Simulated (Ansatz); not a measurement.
Ansatz input

```yaml
crystal:
  lattice:
    - [2.5864263218, 0.0, 0.0]
    - [0.0, 2.5864263218, 0.0]
    - [0.0, 0.0, 2.5864263218]
  atoms:
    - { symbol: Ir, position: [0.0, 0.0, 0.0], spin: 1.0 }
hamiltonian:
  xc: r2scan
  pseudopotentials:
    kind: paw
    azcp:
      Ir: "pseudopotentials/Ir.paw.azcp"
basis:
  ecutwfc: 500
  fft_grid_basis: typed
kpoints:
  mp_grid: { grid: [20, 20, 20], shift: [0, 0, 0] }
magnetization:
  spin_polarized: true
scf:
  occupations: { method: fermi_dirac, width: 0.05 }
output:
  stress: true
```

Output

```
Engine: ansatz 0.2.0, x86_64-unknown-linux-gnu
Pseudopotentials: kind: paw
Pseudopotential: Ir, paw, valence charge 17, recommended cutoff 500 eV (meta_gga) 
Functional definition: r2SCAN
  parameter k0 = 0.174
  parameter k1 = 0.065
  parameter a1 = 4.9479
  exchange = r2scan_x(k0 = k0, k1 = k1, a1 = a1)
  correlation = r2scan_c
Crystal: 1 atoms, lattice volume = 17.302 Å³
Basis set: ecut = 500 eV, 461 PW (Γ), exchange–correlation on 80×80×80 points (64 copies of the dense FFT grid, shifted against one another)
Bands: 13, of which v1, the nominal top of the filled ones, is band 9 counted from 1 (8 counted from 0)
Symmetry: 48 space group operations
Space group: Pm-3m (ITA 221), of the structure as read, at distance tolerance 2.6e-5 Å
Magnetic group: BNS 221.92 (UNI 1594), of the structure as read, at distance tolerance 2.6e-5 Å
k-points: 286 of 8000
Non-local potential: Ir, projectors of the file, l = 0: 3, l = 1: 2, l = 2: 2, l = 3: 1
PAW form: soft (Blöchl's): semilocal exchange-correlation on the pseudo side does not see the compensation charge
PAW frozen core: Ir, regenerated for the run's functional (the file was generated under x = pbe(κ = 0.804, μ = 0.2195149727645171), c = pbe(β = 0.06672455060314922))
PAW one-centre angular grid: Ir, 590 points (default); XC on 160 Gauss nodes
Initial density: superposition of atomic densities (chi_scale 0.1, normalization cell)
Starting moments: Σ|m| = 1 μB on 1 of 1 site
Initial wavefunctions: pseudopotential atomic-orbital guess
Functional: x = r2scan, c = r2scan; τ floored in thin density (d = 2e-4 eV/Å³)
iter 1 solved again at ethr=4.94e-4 eV; its pass at ethr=3.10e-3 eV (dr2=8.39e-2 eV) is discarded
SCF iter   1: F=—  HF=-11947.372151 eV  |F-HF|=—  |Δ(HF+E_count)|=         —  Δρ=2.16e-2 (↑2.16e-2 ↓1.50e-2)  dr2=8.10e-2  dr2_τ=4.56e-3  dr2_m=2.43e-2  M=0.728 μB ∫|m|=0.733 μB  β_m=1.00  ethr=4.94e-4  ⟨swp⟩=2.0  Hψ=58410  notcnv=0
Mixer restart at iter 1: flushing history
SCF iter   2: F=—  HF=-11947.498213 eV  |F-HF|=—  |Δ(HF+E_count)|=         —  Δρ=2.36e-2 (↑2.36e-2 ↓1.67e-2)  dr2=3.10e-2  dr2_τ=1.12e-2  dr2_m=5.30e-2  M=0.347 μB ∫|m|=0.358 μB  β_m=0.57  ethr=4.76e-4  ⟨swp⟩=2.5  Hψ=13328  notcnv=0  defer=7
Mixer restart at iter 2: flushing history
...
SCF iter  17: F=—  HF=-11947.676010 eV  |F-HF|=—  |Δ(HF+E_count)|=  6.06e-10  Δρ=4.11e-7 (↑4.11e-7 ↓2.89e-7)  dr2=4.41e-12  dr2_τ=3.60e-12  dr2_m=1.86e-11  M=0.000 μB ∫|m|=0.000 μB  β_m=1.00  ethr=1.00e-12  ⟨swp⟩=1.0  Hψ=22103  notcnv=0  κ⁻¹=3.4e-8(r=8)
SCF iter  18: F=—  HF=-11947.676010 eV  |F-HF|=—  |Δ(HF+E_count)|=  9.28e-11  Δρ=5.71e-7 (↑5.71e-7 ↓5.50e-7)  dr2=4.11e-13  dr2_τ=9.09e-12  dr2_m=4.97e-11  M=-0.000 μB ∫|m|=0.000 μB  β_m=1.00  ethr=1.00e-12  ⟨swp⟩=2.0  Hψ=14539  notcnv=0  κ⁻¹=5.4e-7(r=8)
SCF iter  19: F=-11947.676010 eV  HF=-11947.676010 eV  |F-HF|=1.82e-12  |Δ(HF+E_count)|=  1.40e-10  Δρ=1.13e-7 (↑1.13e-7 ↓5.76e-8)  dr2=1.02e-12  dr2_τ=2.29e-13  dr2_m=1.06e-12  M=-0.000 μB ∫|m|=0.000 μB  ethr=1.00e-12  ⟨swp⟩=2.0  Hψ=14518  notcnv=0
SCF 1 converged in 19 iterations: F = -11947.676010 eV  dr2 = 1.02e-12
WARN: the starting moments were not kept: the SCF closed with an absolute magnetisation of 2.6e-6 μB, where they sum to 1 μB in size (1 site). That is at most 0.1 of that sum. Measured as dr2_m measures the in/out step, that magnetisation stands 3.4e-12 eV from none, at or under the dr2_threshold of 1.0e-7 eV: it is no larger than a step whose dr2_m would equal this threshold. The system may hold no moment; this SCF shows only that its start led to no more than that. To try another start: raise the starting moments (crystal.atoms[].spin, magnetization.per_species, magnetization.initial_magnetization, or on a non-collinear deck that types none of these the spinor_matrix: blocks that start its atoms; where the total moment is fixed, keep their sum and leave initial_magnetization as it is; typed ones take the place of any that the run laid by itself, positive ones on a crystal's lanthanoids without a Hubbard term where scf.initial_density.shell_occupations: [] is typed) or, if the notice of its spin-set hold's release reads "site moments contracting" or "site moments show no strong build", lengthen the hold (scf.mixing.spin_hold: { on: { confirm: 4 } }; for m-r²SCAN on two components see the key's manual first). Each may lead to a state that holds a moment. A second SCF, from the converged charge density, with the starting moments and any scf.initial_density.shell_occupations laid on it anew, would have followed, and was not run: the deck does not ask for one (magnetization.retry_lost_moments is false, the default). To let it run, set magnetization.retry_lost_moments: true and run the deck again, where that key's refused combinations let it; where memory then withholds it, that run's warning says so.
this state was not tested for a lower state beside it, because the mixer in use, unlike msr1, does not test its closes by its own steps (another_mixer; see scf.mixing.algorithm and scf.lower_state_search)
SCF converged after 19 iterations
Magnetization: -0.0000 μB (8.5000 up, 8.5000 down)
Absolute magnetization: 0.0000 μB (∫|ρ↑−ρ↓|, with the PAW one-centre terms)
Spin contamination: 0.0000 ħ² per cell (⟨S²⟩ above its minimum at these occupations)
Per-site moments (μB) at R_I (Å): [(-2.424705573528407e-6, 1.0669008577424999)]
Free energy (F): -11947.676010 eV
Harris-Foulkes:  -11947.676010 eV  (|F-HF|=1.82e-12)
Internal energy: -11947.664822 eV  (E = F + TS)
E sigma→0 (E₀):  -11947.670416 eV
Entropy (-TS):   -0.011188 eV (-11.188 meV/atom)
Fermi energy:    19.565319 eV
--- Per-component energies (eV) ---
  E_band       = -186.972661
  E_kinetic    = 621.375365
  E_local      = -1382.902141  (includes V_loc(G=0)·N_el)
  E_nonlocal   = 75.844871
  E_hartree    = 524.726241
  E_xc         = -253.695292
  E_vxc        = -331.003379  (∫ρ·V_xc dr)
  E_paw        = -9250.125382  (= ΣΔE_a)
  E_vpaw       = -240.409749  (= ΣTr[D̂ρ^β])
  E_aug_tail   = -0.000000  (compensation charges beyond the density's cutoff)
  E_vtau       = 20.669932  (kinetic-family band-sum trace: ∫τ·v_τ [+ j·A + Jᵃ·Aᵃ] dr)
  E_ewald      = -2282.571591
  E_core_change = -0.316894  (= ΣΔE_core)
  E_smearing   = -0.011188  (= −TS)
  E_closure    = 0.000000  (closes the sum)
  Σ components = -11947.676010   (vs F -11947.676010, Δ=0.00e0)
--- Stress (GPa, compression-positive) ---
       -9.939436       0.000000       0.000000
        0.000000      -9.939436       0.000000
       -0.000000       0.000000      -9.939436
  P = ⅓ Tr σ = -9.9394 GPa (-99.394 kbar)
```
